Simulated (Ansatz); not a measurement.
Polymorphs of CdSe, each relaxed with LDA (plane waves, PAW; program Ansatz):

A: P6_3mc
a = b = 4.2476 Å, c = 13.8779 Å, α = β = 90.00°, γ = 120.00°

```csv
atom,site,symmetry,x,y,z
Cd,2a,3m.,0.0000,0.0000,0.0002
Cd,2b,3m.,0.3333,0.6667,0.2502
Se,2a,3m.,0.0000,0.0000,0.3128
Se,2b,3m.,0.3333,0.6667,0.0625
```

B: rock salt (Fm-3m)
a = b = c = 5.564 Å, α = β = γ = 90.00°

| atom | site | symmetry | x | y | z |
|---|---|---|---|---|---|
| Cd | 4a | m-3m | 0.0000 | 0.0000 | 0.0000 |
| Se | 4b | m-3m | 0.5000 | 0.5000 | 0.5000 |

### Question
Put the candidates in order of energy per atom at 0 K, lowest first, for LDA.

### Answer
A (+0 meV/atom), B (+81 meV/atom)

### Question
Give each one's gap.

### Answer
A 0.43 eV; B no gap.

Built on a structure type that need not be the filed one of that space group: A. Not the usual ambient phase: A; B. All cells were relaxed under the symmetry of their starts (and spin orders); stability against distortions was not tested throughout. Scalar-relativistic: spin–orbit coupling is off unless named, which matters more the heavier the elements.

Energies hold the estimated change up to a 700 eV cutoff; steps of a few meV lie near the error of the meshes.

Potentials: the later of the program's two PAW sets.
